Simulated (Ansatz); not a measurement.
Level of theory: DFT PBE, scalar-relativistic, plane waves, PAW (Ansatz). The final run on the 8-atom cell used 420 eV, a Γ-centred 6×6×4 mesh, 0.02 eV smearing and no spin polarisation.

The zero of energy is the elements' standard structures at the same level; no fitted shifts are applied.

Question: Suggest a trial structure for a tetragonal semiconductor with formula Mg3CdSe4, with a gap near 1.9 eV, a formation energy near −1.10 eV/atom and about 28 Å³ per atom, in a cell of 8 atoms.

Answer: Mg3CdSe4, space group P-4m2 (No. 115). Mg on a site of symmetry 2mm is surrounded by 4 Se at 2.60 Å; around Mg on a site of symmetry -4m2 lie 4 Se at 2.60 Å; Cd has 4 Se at 2.67 Å; Se on its first site is surrounded by 4 Mg at 2.60 Å; 1 more site not described.

```
CELL_PARAMETERS angstrom
4.28406 0.00000 0.00000
0.00000 4.28406 0.00000
0.00000 0.00000 12.03726
ATOMIC_POSITIONS crystal
Mg 0.00000 0.00000 0.75461
Mg 0.50000 0.50000 0.00000
Mg 0.00000 0.00000 0.24539
Cd 0.50000 0.50000 0.50000
Se 0.50000 0.00000 0.12270
Se 0.00000 0.50000 0.36708
Se 0.50000 0.00000 0.63292
Se 0.00000 0.50000 0.87730
```

- Volume per atom: 27.62 Å³
- Density: 3.77 g/cm³
- Formation energy: −1.098 eV/atom
- Gap on the 6×6×4 mesh of the 8-atom cell: 1.87 eV

The cell was found from a structure generator's guess, not taken from experiment. Other answers may fit too; this one was computed.

Kohn–Sham gaps at this level usually fall short of measured ones. The reference form of Se is held partly by dispersion forces, which this level lacks. A later test with randomly moved atoms came back to the same energy, though modes that don't fit the test's cell weren't probed.
